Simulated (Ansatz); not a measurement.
La2O3 (A-La2O3 type, space group P-3m1)

Space group P-3m1 (No. 164); a = b = 3.935 Å, c = 6.126 Å, α = β = 90.00°, γ = 120.00°

```json
[
 {"atom": "La", "site": "2d", "symmetry": "3m.", "x": "0.3333", "y": "0.6667", "z": "0.2461"},
 {"atom": "O", "site": "1a", "symmetry": "-3m.", "x": "0.0000", "y": "0.0000", "z": "0.0000"},
 {"atom": "O", "site": "2d", "symmetry": "3m.", "x": "0.6667", "y": "0.3333", "z": "0.3539"}
]
```

Equation-of-state scan: isotropic scaling of the cell above, V₀ being its volume. The atoms relax within the cell's symmetry.

Computed with r2SCAN (plane waves to 500 eV, PAW, scalar-relativistic; Ansatz, a first-principles code). k mesh 10×10×6 (Γ-centred), Fermi-Dirac smearing 0.05 eV. E stands for the smeared free energy. With the shape held, the modulus is that of even scaling; a crystal free to change shape is softer. La2O3 is run without spin polarisation. La2O3 was relaxed with its symmetry unable to fall. The PAW data are Ansatz's earlier set. ΔE is measured from the relaxed starting cell.

```
V (Å³/atom)  ΔE (meV/atom)
-----------  -------------
15.444                26.4
15.691                14.5
15.937                 6.3
16.184                 1.5
16.430                 0.0
16.677                 1.4
16.923                 5.6
17.170                12.3
17.416                21.3
```

Q: What is the fitted pressure derivative B₀′?

A: 4.4.

Q: What bulk modulus at fixed cell shape B₀ follows from a third-order Birch-Murnaghan fit?

A: 128 GPa. Check by three points about V = 16.430 Å³/atom, step 0.246: d²E/dV² ≈ (1.5 − 2·0.0 + 1.4) meV / 0.246² = 0.0477 eV/Å⁶, and V·d²E/dV² × 160.2 = 126 GPa.

(Under strain, the slope of the energy per volume gives the stress and its curvature an elastic modulus.)
